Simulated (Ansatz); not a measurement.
TePt (CsCl type, Pm-3m) is relaxed with the program Ansatz at the PBEsol level (PAW). What lattice parameters of the conventional cell result?

a = 3.392 Å.

Is it a metal or does it have a gap at this level?

No gap at this level.

The start of the workflow was typed in or built on a structure type; neither database checked (COD, Materials Project) lists it. COD files the formula under space group No. 166, 194. Its standing as an ambient phase is unchecked. The cell was relaxed with PBEsol under the symmetry of its start; whether a distortion lowers the energy is not shown. No spin polarisation was allowed. Scalar-relativistic: spin–orbit coupling is off unless named, which matters more the heavier the elements.

Potentials: the earlier of the program's two PAW sets. The files were generated under PBE; for other functionals the program regenerates the frozen cores, and for LDA and PBEsol the local potential too.
